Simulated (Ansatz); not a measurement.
Here is the system:

Generalised stacking fault of MgO (rock salt) on the {100} plane. The cell below holds the perfect crystal with the plane normal along z; tilting its third vector by the shift puts one fault into each cell, between planes 2.13 Å apart, at fixed cell height.

```xyz
6
Lattice="3.0079 0.0000 0.0000 0.0000 3.0079 0.0000 1.5039 1.5039 6.3806" Properties=species:S:1:pos:R:3 pbc="T T T"
O      1.2533     1.2533     5.3172
O      1.2533     1.2533     1.0634
O      2.7572     2.7572     3.1903
Mg     2.7572     2.7572     5.3172
Mg     2.7572     2.7572     1.0634
Mg     1.2533     1.2533     3.1903
```

In-plane vectors a = (3.008, 0.000) Å, b = (0.000, 3.008) Å, area 9.05 Å². The shift is x·a + y·b, and the map repeats with period 1 in x and y. The shift is rigid: no atom relaxes. γ = [E(shift) − E(0)] / area.

Method: PBE (plane waves to 420 eV, PAW, scalar-relativistic; Ansatz, an electronic-structure program). k mesh 9×9×9 (Γ-centred), Fermi-Dirac smearing 0.05 eV. E is the zero-smearing estimate. Faults lie only 6.4 Å apart, and holding the cell height and the atoms raises γ above its relaxed value. MgO was relaxed with its symmetry unable to fall. The zero of γ is zero shift.

The scan covers x from 0.000 to 0.833 in 6 points and y from 0.000 to 0.833 in 6 points.

Task: Where does the grid have local minima besides zero shift?

Result: No grid point is one.

Task: Stepping between nearest grid points (4 neighbours each), what is the highest γ met on the easiest way from zero shift to the shift a?

Result: 3.15 J/m².

Task: Which grid point, or set of equal points, is the highest, and at what γ?

Result: x = 0.500, y = 0.500 (8.07 J/m²).

(The slope of γ gives the shear force per area between the displaced halves; near zero shift its curvature is an elastic stiffness.)
